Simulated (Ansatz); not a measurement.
Sr2ZnWO6:
```
Sr2ZnWO6
1.0
   -2.78725     2.78725     4.01618
    2.78725    -2.78725     4.01618
    2.78725     2.78725    -4.01618
Sr Zn W O
2 1 1 6
Cartesian
  2.78725   0.00000   2.00809
  0.00000   2.78725   2.00809
  0.00000   0.00000   4.01618
  0.00000   0.00000   0.00000
  1.21898   1.68603   4.01618
  1.56828   1.10122   0.00000
  1.10122   4.00623   0.00000
  1.68603  -1.21898   4.01618
  0.00000   0.00000   1.92083
  0.00000   0.00000   6.11153
```

Relaxed with r²SCAN. Special points in fractions of this cell's reciprocal vectors: Γ (0.000, 0.000, 0.000); X (0.000, 0.000, 0.500); P (0.250, 0.250, 0.250); N (0.000, 0.500, 0.000); M (0.500, 0.500, -0.500); S (0.370, 0.630, -0.370); S0 (-0.370, 0.370, 0.370); R (-0.241, 0.241, 0.500); G (0.500, 0.500, -0.241).

Problem. List the band energies nearest the valence-band maximum at these points for the program Ansatz at the r²SCAN level (PAW).

Solution. In eV from the valence-band maximum; about four levels below and three above (degenerate sets whole), none deeper than 8.9 eV; points with the same levels are listed once.

| k | below | above |
|---|---|---|
| Γ | -0.67 -0.67 -0.54 -0.27 -0.27 | 3.58 3.58 3.73 |
| X | -1.06 -1.05 -1.02 -0.51 -0.28 | 3.41 4.07 4.30 |
| P | -0.72 -0.63 -0.63 -0.52 | 3.83 3.83 4.18 |
| N | -0.70 -0.61 -0.06 0.00 | 3.65 3.75 3.95 |
| M | -1.01 -1.01 -0.86 -0.86 -0.36 | 3.52 4.33 4.33 |
| S | -0.91 -0.86 -0.50 -0.42 | 3.67 4.11 4.19 |
| R | -1.04 -0.83 -0.59 -0.36 | 3.78 3.86 4.31 |

Space group I4/m. The first step of the workflow began from a Materials Project structure, measured or hypothetical; the Crystallography Open Database copy checked does not list it. COD files the formula under space group No. 14, 225, so this cell is another polymorph or a model. With Zn and W taken as one species the cell has the higher symmetry I4/mcm, so it may be an ordered model of a mixed-site phase. Its standing as an ambient phase is unchecked. The cell was relaxed with r²SCAN under the symmetry of its start; its stability against distortions is not shown here. The run is not spin-polarised. No Hubbard U is applied. Spin–orbit coupling is left out wherever it is not named.

Potentials: the later of the program's two PAW sets.
